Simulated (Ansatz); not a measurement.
The cell is Ga4PN3, ordered on the zincblende lattice (I-42m) with 8 atoms a cell; cell and atoms were relaxed with r2SCAN. Space group I-42m (No. 121), tetragonal; conventional cell a = 4.759 Å, c = 9.384 Å, 13.29 Å³ an atom. Around N lie 4 Ga at 2.01 Å; around Ga lie 3 N at 1.97–2.01 Å and 1 P at 2.25 Å; around N lie 4 Ga at 1.97 Å; around P lie 4 Ga at 2.25 Å.

```cif
data_structure
_symmetry_space_group_name_H-M 'I-42m'
_symmetry_Int_Tables_number 121
_cell_length_a 4.7595
_cell_length_b 4.7595
_cell_length_c 9.3839
_cell_angle_alpha 90.000
_cell_angle_beta 90.000
_cell_angle_gamma 90.000
_cell_volume 212.57
loop_
_atom_site_label
_atom_site_type_symbol
_atom_site_symmetry_multiplicity
_atom_site_Wyckoff_symbol
_atom_site_fract_x
_atom_site_fract_y
_atom_site_fract_z
_atom_site_occupancy
N1 N 4 d 0.50000 0.00000 0.25000 1
Ga1 Ga 8 i 0.27650 0.72350 0.13517 1
N2 N 2 b 0.50000 0.50000 0.00000 1
P1 P 2 a 0.00000 0.00000 0.00000 1
```

The questions ask for values computed with the PAW code Ansatz on this geometry. No magnetic order. The prototype was imposed, so other structures may be more stable.

Task: What gap does PBE give, and where are the band edges?

Result: PBE gives a direct gap of 0.76 eV at Γ.

Task: What does PBE+SOC give for the gap (8×8×8 mesh)?

Result: With PBE+SOC the gap is 0.75 eV and direct, at Γ. The gap differs by -0.01 eV from PBE's.

Task: What does HSE06 give for the gap (4×4×4 mesh)?

Result: With HSE06 the gap is 1.74 eV and direct, at Γ. The gap differs by +0.98 eV from PBE's.

Task: Order these levels by the gap that they give, smallest first.
A. r2SCAN
B. PBE0
C. HSE06
D. PBE

Result: D (0.76 eV), A (1.12 eV), C (1.74 eV), B (2.41 eV).

Task: Roughly how does the cost of the HSE06 run (4×4×4) compare with r2SCAN's (8×8×8)?

Result: About 5 times as much (11 core-minutes against 2.2 core-minutes, on 4 threads of Arm Neoverse N1, with other jobs on the host).

Only the levels marked +SOC include spin-orbit coupling.

The meshes of the hybrids are coarse, so their gaps aren't converged to the digits shown.
